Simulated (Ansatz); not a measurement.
An Ansatz run on a 12-atom cell of Ti3SiO8 built on the rutile structure (relaxed group Cmmm) left the output below. The geometry is the r2SCAN minimum.

The cell:
```
CELL_PARAMETERS angstrom
3.17875 -3.17026 0.00000
3.17875 3.17026 0.00000
0.00000 0.00000 5.78671
ATOMIC_POSITIONS crystal
Si 0.50000 0.50000 0.00000
Ti 0.00000 0.00000 0.75599
O 0.20955 0.20955 0.00000
O 0.79045 0.79045 0.00000
O 0.68781 0.31219 0.77044
O 0.31219 0.68781 0.77044
Ti 0.50000 0.50000 0.50000
Ti 0.00000 0.00000 0.24401
O 0.19508 0.19508 0.50000
O 0.80492 0.80492 0.50000
O 0.68781 0.31219 0.22956
O 0.31219 0.68781 0.22956
```

Abridged output:
```
scf.n_extra_bands = 7 over 44 filled bands (N_el = 88.0): the run solves 51 bands
Pseudopotential: Si, paw, valence charge 4, recommended cutoff 420 eV
Pseudopotential: Ti, paw, valence charge 12, recommended cutoff 420 eV
Pseudopotential: O, paw, valence charge 6, recommended cutoff 420 eV
Crystal: 12 atoms, lattice volume = 116.631 Å³
Basis set: ecut = 420 eV, 2323 PW (Γ)
Bands: 51, of which v1, the nominal top of the filled ones, is band 44 counted from 1 (43 counted from 0)
Symmetry: 8 space group operations
Space group: Cmmm (ITA 65)
k-points: 39 of 144
preconditioner: auto → Resta (q_TF=auto, 2.603 Å⁻¹)  ε∞=9.3  [insulator: Δε(μ)=1.637 eV  σ=0.020 eV  ℏωp=27.5 eV]
SCF converged after 10 iterations
Free energy (F): -12688.924387 eV
Fermi energy:    10.364758 eV
--- Per-component energies (eV) ---
  E_band       = -544.588325
  E_kinetic    = 2278.117625
  E_local      = -5270.353613
  E_nonlocal   = 412.559982
  E_hartree    = 2000.527179
  E_xc         = -945.209944
  E_vxc        = -1176.106561
  E_paw        = -4913.852176
  E_vpaw       = -789.880525
  E_ewald      = -6250.733985
--- Forces (eV/Å), atoms counted from 1 ---
  atom   1  Si      0.00000      0.00000      0.00000
  atom   2  Ti      0.00000      0.00000    -0.05272
  atom   3  O     -0.01055      0.00000      0.00000
  atom   4  O       0.01055      0.00000      0.00000
  atom   5  O       0.00000    -0.09888    -0.05298
  atom   6  O       0.00000      0.09888    -0.05298
  atom   7  Ti      0.00000      0.00000      0.00000
  atom   8  Ti      0.00000      0.00000      0.05272
  atom   9  O       0.04266      0.00000      0.00000
  atom  10  O     -0.04266      0.00000      0.00000
  atom  11  O       0.00000    -0.09888      0.05298
  atom  12  O       0.00000      0.09888      0.05298
--- Stress (GPa, compression-positive) ---
        6.250284       0.000000       0.000000
        0.000000       5.906710       0.000000
        0.000000       0.000000       6.201112
  P = ⅓ Tr σ = 6.1194 GPa (61.194 kbar)
--- Band table (eV; the first three rows and the last of 39) ---
  k-point 0: bands = […, 7.5054, 8.2229, 8.5578, 8.9607, 9.0770, 9.5699, 11.1759, 11.5723, 11.9713, 12.0570, …]
  k-point 1: bands = […, 7.9231, 8.0508, 8.1152, 8.6547, 8.8425, 9.4832, 11.4194, 11.7577, 11.7922, 12.1637, …]
  k-point 2: bands = […, 7.8691, 8.0901, 8.1844, 8.3332, 8.6999, 9.2665, 11.6414, 11.7379, 11.8912, 12.2988, …]
  k-point 38: bands = […, 7.7905, 7.8152, 7.8883, 7.9310, 8.3065, 8.3489, 11.7344, 11.8777, 11.9152, 12.2476, …]
```

Q: Reconstruct the input, leaving the band path aside.

A:
```yaml
crystal:
  # lattice and atoms as above
kpoints:
  mp_grid: { grid: [6, 6, 4] }
hamiltonian:
  xc: pbe
scf:
  occupations: { method: fermi_dirac, width: 0.02 }
  n_extra_bands: 7
output:
  forces: true
  stress: true
  eigenvalues: true
```
There is no exchange loop, so no exact exchange. The compression on the r2SCAN cell fits PBE, which tends to larger cells. A single point prints forces and stress when the output block asks for them. Close relatives of this functional can't be ruled out from these lines alone. This is the file that was run, less any keys that only write grids; thresholds and some counts can't be read off the log exactly.

Wall time 5.3 s on 1 × NVIDIA H100 80GB HBM3 with 2 threads of AMD EPYC 7R13 Processor (Zen 3), with other jobs on the host; peak host memory 1.2 GiB.

Note: simulated data, non-magnetic, for a generated structure that need not be the stable one.
